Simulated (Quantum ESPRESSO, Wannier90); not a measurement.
# TiTe2 (P-3m1), plane waves to Wannier functions

Structure: Materials Project mp-1907, symmetrised, not relaxed again. COD (Crystallography Open Database) has an entry of this formula and space group (matched by these alone). Method: LDA plane waves in Quantum ESPRESSO 7.5 (PseudoDojo norm-conserving files, 68 Ry, no spin polarisation, no spin-orbit coupling), Bloch states on a 12×12×4 mesh through Γ, Wannier90 4.0.1. Density: 12×12×6 mesh, cold smearing 0.01 Ry. The cell is built of weakly bound layers, chains or molecules, whose nearest atoms lie 4.02 Å apart. Database cells relaxed without dispersion often hold them too far apart, which can enlarge gaps and weakens couplings between them; spacing and stacking were not compared with the measured crystal. Spin-orbit coupling is left out although heavy elements are present.

```
begin unit_cell_cart
ang
    3.8242099959    0.0000000000    0.0000000000
   -1.9121049980    3.3118630059    0.0000000000
    0.0000000000    0.0000000000    6.7182500000
end unit_cell_cart
mp_grid = 12 12 4
```

### Question
Which shells of neighbouring k-points and which b-vectors and weights does Wannier90 pick for this cell and mesh?

### Answer
```
 *---------------------------------- K-MESH ----------------------------------*
 +----------------------------------------------------------------------------+
 |                    Distance to Nearest-Neighbour Shells                    |
 |                    ------------------------------------                    |
 |          Shell             Distance (Ang^-1)          Multiplicity         |
 |          -----             -----------------          ------------         |
 |             1                   0.158098                      6            |
 |             2                   0.233810                      2            |
 |             3                   0.273834                      6            |
 |             4                   0.282245                     12            |
 |             5                   0.316196                      6            |
 |             6                   0.360072                     12            |
 |             7                   0.393252                     12            |
 |             8                   0.418288                     12            |
       ... (lines left out)
 +----------------------------------------------------------------------------+
 | The b-vectors are chosen automatically                                     |
 | The following shells are used:                       1,  2                 |
 +----------------------------------------------------------------------------+
 |                        Shell   # Nearest-Neighbours                        |
 |                        -----   --------------------                        |
 |                          1               6                                 |
 |                          2               2                                 |
 +----------------------------------------------------------------------------+
 | Completeness relation is fully satisfied [Eq. (B1), PRB 56, 12847 (1997)]  |
 +----------------------------------------------------------------------------+
 |                  b_k Vectors (Ang^-1) and Weights (Ang^2)                  |
 |                  ----------------------------------------                  |
 |            No.         b_k(x)      b_k(y)      b_k(z)        w_b           |
 |            ---        --------------------------------     --------        |
 |             1         0.000000    0.158098    0.000000    13.336020        |
 |             2         0.136917    0.079049    0.000000    13.336020        |
 |             3         0.000000   -0.158098    0.000000    13.336020        |
 |             4         0.136917   -0.079049    0.000000    13.336020        |
 |             5        -0.136917   -0.079049    0.000000    13.336020        |
 |             6        -0.136917    0.079049    0.000000    13.336020        |
 |             7         0.000000    0.000000    0.233810     9.146240        |
 |             8         0.000000    0.000000   -0.233810     9.146240        |
```
